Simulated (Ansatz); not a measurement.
## Ta: stationary points along a deformation path

All numbers below come from Ansatz 0.2.0, DFT r2SCAN, scalar-relativistic, plane waves, PAW. Settings: plane waves to 500 eV, k-mesh 22×22×22 (Γ-centred), Gaussian smearing 0.15 eV. Spin–orbit coupling is left out, which can shift energies with elements as heavy as these. No spin polarisation. Energies are free energies at this smearing, counted from the undisturbed cell; pressure is positive in compression.

Reference structure (as given, not relaxed at this level; it stands at 0.6 GPa):

```yaml
crystal:
  lattice:
    - [-1.65128, 1.65128, 1.65128]
    - [1.65128, -1.65128, 1.65128]
    - [1.65128, 1.65128, -1.65128]
  atoms:
    - { symbol: Ta, position: [0.00000, 0.00000, 0.00000] }
```

At fixed volume and fractional coordinates, lengths along (0.000, 0.000, 1.000) are scaled against those across it; ρ is that ratio over its starting value. V = 18.010 Å³/atom. Δσ is the stress along the axis less the mean stress across it (compression positive).

```
    ρ  ΔE (meV/atom)  Δσ (GPa) space group
0.707          434.6     23.22       I4/mmm
0.780          212.0     29.91       I4/mmm
0.850           76.5     12.53       I4/mmm
0.920           25.8      6.89       I4/mmm
1.000            0.0      0.00        Im-3m
1.200          120.2    -15.51       I4/mmm
1.300          213.1    -13.71       I4/mmm
1.414          257.2     -0.02        Fm-3m
```

Q: How does the stress give the slope of the energy, and where is the energy stationary?

A: Along the path d ln(length) is 2/3 d ln ρ on the axis and −1/3 d ln ρ across it, so dE/d ln ρ = −(2/3) V Δσ: the energy falls with ρ where Δσ is positive. Δσ vanishes or changes sign at ρ = 1.000 (Im-3m), a minimum at 0.0 meV/atom; at ρ = 1.414 (Fm-3m, an end of the scan), at 257.2 meV/atom. Pairs of stationary points between two samples would go unseen, and could change a minimum read from distant neighbours into a maximum. At ρ = 1.000, 1.414 the cell is cubic, where symmetry alone makes the stress isotropic and the slope zero.

Q: Integrate that slope from ρ = 1 to 0.780 by the trapezoid rule.

A: With V/N in Å³ and 1 eV/Å³ = 160.2 GPa the slopes at ρ = 1.000, 0.920, 0.850, 0.780 are 0, -516, -939, -2242 meV/atom per unit of ln ρ. The steps add 21.5 + 57.6 + 136.7 = 215.8 meV/atom, against 212.0 from the energies; the trapezoid rule misses the curvature of the slope within each step.

In a metal these slopes depend on the k mesh and the smearing.